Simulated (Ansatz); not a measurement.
MgZr2CdO6: settings compared (Ansatz)

The input file (Ansatz 0.2.0, plane waves):

```yaml
crystal:
  lattice:
    - [2.574217, 4.458671, 0.0]
    - [-2.574217, 4.458671, 0.0]
    - [0.0, -2.972447, 5.619057]
  atoms:
    - { symbol: Cd, position: [0.0, 0.0, 0.0] }
    - { symbol: Mg, position: [0.5, 0.5, 0.5] }
    - { symbol: Zr, position: [0.2435, 0.2435, 0.7305] }
    - { symbol: Zr, position: [0.7565, 0.7565, 0.2695] }
    - { symbol: O, position: [0.7618, 0.7662, 0.8367] }
    - { symbol: O, position: [0.3087, 0.7618, 0.8367] }
    - { symbol: O, position: [0.7662, 0.3087, 0.8367] }
    - { symbol: O, position: [0.2382, 0.2338, 0.1633] }
    - { symbol: O, position: [0.6913, 0.2382, 0.1633] }
    - { symbol: O, position: [0.2338, 0.6913, 0.1633] }
  symmetry: { tolerance: 0.0003 }
kpoints:
  mp_grid: { grid: [4, 4, 4], shift: [0, 0, 0] }
magnetization:
  spin_polarized: false
scf:
  occupations: { method: fermi_dirac }
hamiltonian:
  pseudopotentials: { kind: paw }
  xc: pbe
basis:
  ecutwfc: 420
output:
  forces: true
  stress: true
  eigenvalues: true
```

The command:

```bash
ansatz run input.yaml --threads 1 --pin off --max-ram 2560MiB --backend cpu --events-out ev --progress --plain --runs-dir out
```

Origin of the cell: a known structure type with other elements, at an estimated volume, so it need not be a known compound.

The smearing width isn't typed, so it takes its default of 0.1 eV.

Output of this run (shortened):

```
SCF iter   1: F=—  HF=-21939.418326 eV  Δρ=5.34e-3  dr2=4.63e-2
SCF iter   2: F=—  HF=-21939.415640 eV  Δρ=2.66e-3  dr2=1.33e-2
SCF iter   3: F=—  HF=-21939.414914 eV  Δρ=5.18e-4  dr2=1.09e-3
SCF iter   4: F=—  HF=-21939.414788 eV  Δρ=2.48e-4  dr2=1.48e-4
SCF iter   5: F=—  HF=-21939.414765 eV  Δρ=8.52e-5  dr2=1.22e-5
SCF iter   6: F=—  HF=-21939.414733 eV  Δρ=2.39e-5  dr2=1.25e-6
SCF iter   7: F=-21939.414733 eV  HF=-21939.414733 eV  Δρ=6.98e-6  dr2=8.85e-8
SCF 1 converged in 7 iterations: F = -21939.414733 eV  dr2 = 8.85e-8
SCF converged after 7 iterations
Free energy (F): -21939.414733 eV
Harris-Foulkes:  -21939.414733 eV  (|F-HF|=1.71e-8)
Internal energy: -21939.183728 eV  (E = F + TS)
E sigma→0 (E₀):  -21939.299230 eV
Entropy (-TS):   -0.231005 eV (-23.100 meV/atom)
Fermi energy:    11.320031 eV
--- Per-component energies (eV) ---
  E_band       = -973.441332
  E_kinetic    = 2283.703286
  E_local      = -9131.337286  (includes V_loc(G=0)·N_el)
  E_nonlocal   = 577.513469
  E_hartree    = 3714.238154
  E_xc         = -969.466638
  E_vxc        = -1203.061953  (∫ρ·V_xc dr)
  E_paw        = -11222.779530  (= ΣΔE_a)
  E_vpaw       = -928.758918  (= ΣTr[D̂ρ^β])
  E_aug_tail   = 0.014168  (compensation charges beyond the density's cutoff)
  E_ewald      = -7191.069351
  E_smearing   = -0.231005  (= −TS)
  Σ components = -21939.414733   (vs F -21939.414733, Δ=0.00e0)
--- Forces (eV/Å), atoms counted from 1 ---
  atom   1  Cd     0.000000     0.000000     0.000000
  atom   2  Mg     0.000000     0.000000     0.000000
  atom   3  Zr     0.000000     0.000000     4.307341
[… 2 lines left out …]
  atom   6  O      2.656230     1.417868    -4.266038
  atom   7  O     -2.556025     1.591429    -4.266038
  atom   8  O      0.100205     3.009297     4.266038
  atom   9  O     -2.656230    -1.417868     4.266038
  atom  10  O      2.556025    -1.591429     4.266038
  max |Σ_I F_I| component: 1.78e-15 eV/Å
--- Stress (GPa, compression-positive) ---
       16.733099      -0.000000      -0.000000
        0.000000      16.733099      -0.000001
       -0.000000      -0.000001      -4.890825
  P = ⅓ Tr σ = 9.5251 GPa (95.251 kbar)
```

The same input was run again with these changes:

1. `total_charge` default → -1
2. `basis.ecutrho_ratio` default → 6; `accuracy` default → low; `scf.eigensolver.kind` default → davidson
3. `scf.n_extra_bands` default → 4; `hamiltonian.dispersion` default → d4
4. `scf.eigensolver.kind` default → davidson

```
 run        end  SCF iterations  P (GPa)  max force component (eV/Å)  gap on mesh (eV)  moment (μB)  ΔE(σ→0) (meV/atom)
base  converged               7     9.53                       4.307              none            –                   0
   1  converged              10        –                       4.284                 –            –                   –
   2  converged               7     9.53                       4.307              none            –                0.00
   3  converged               8     7.45                       4.308              none            –                   –
   4  converged               7     9.53                       4.307              none            –                0.00
```

Energies are compared only where functional, datasets, charge and starting cell are the same.

Caveats of the base run: no moments, though an odd count or open d shells may carry them; the k mesh is coarse if the cell is a metal.

Run 1: charged cell with a uniform background, whose pressure depends on convention.

The base run took 7 s of wall time on 1 CPU thread(s) of a shared host, from the program's own first density.
